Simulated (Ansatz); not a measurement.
### Question
Each is relaxed and computed with r²SCAN (plane waves, PAW; program Ansatz). Which is the only one with a gap?
A) LaSiNi, I4_1md (La on 4a, Si on 4a, Ni on 4a)
B) Ni5Ge3, C2/c (Pearson symbol mS32)
C) NiTeO4, P2_1/c (Ni on 2c, Te on 2b, O on 4e, O on 4e)
D) YSi2Ni2, I4/mmm (Si on 4e, Ni on 4d, Y on 2a)

### Answer
C, NiTeO4, P2_1/c (Ni on 2c, Te on 2b, O on 4e, O on 4e). NiTeO4: gap 0.99 eV; YSi2Ni2: metal; Ni5Ge3: metal; LaSiNi: metal. Spin orders computed, not proven ground states: NiTeO4, P2_1/c (Ni on 2c, Te on 2b, O on 4e, O on 4e) antiferromagnetic. Standing as an ambient phase not checked: NiTeO4, P2_1/c (Ni on 2c, Te on 2b, O on 4e, O on 4e); YSi2Ni2, I4/mmm (Si on 4e, Ni on 4d, Y on 2a); Ni5Ge3, C2/c (Pearson symbol mS32); LaSiNi, I4_1md (La on 4a, Si on 4a, Ni on 4a). Began spin-polarised and lost the moments: YSi2Ni2, I4/mmm (Si on 4e, Ni on 4d, Y on 2a). Perhaps ordered models of mixed-site phases: LaSiNi, I4_1md (La on 4a, Si on 4a, Ni on 4a). All cells were relaxed under the symmetry of their starts (and spin orders); stability against distortions was not tested throughout. Cells of antiferromagnets are given as chemical subcells. Rows with no word on spin ran without spin polarisation. No Hubbard U is applied. Scalar-relativistic: spin–orbit coupling is off unless named, which matters more the heavier the elements.

Potentials: the later of the program's two PAW sets.
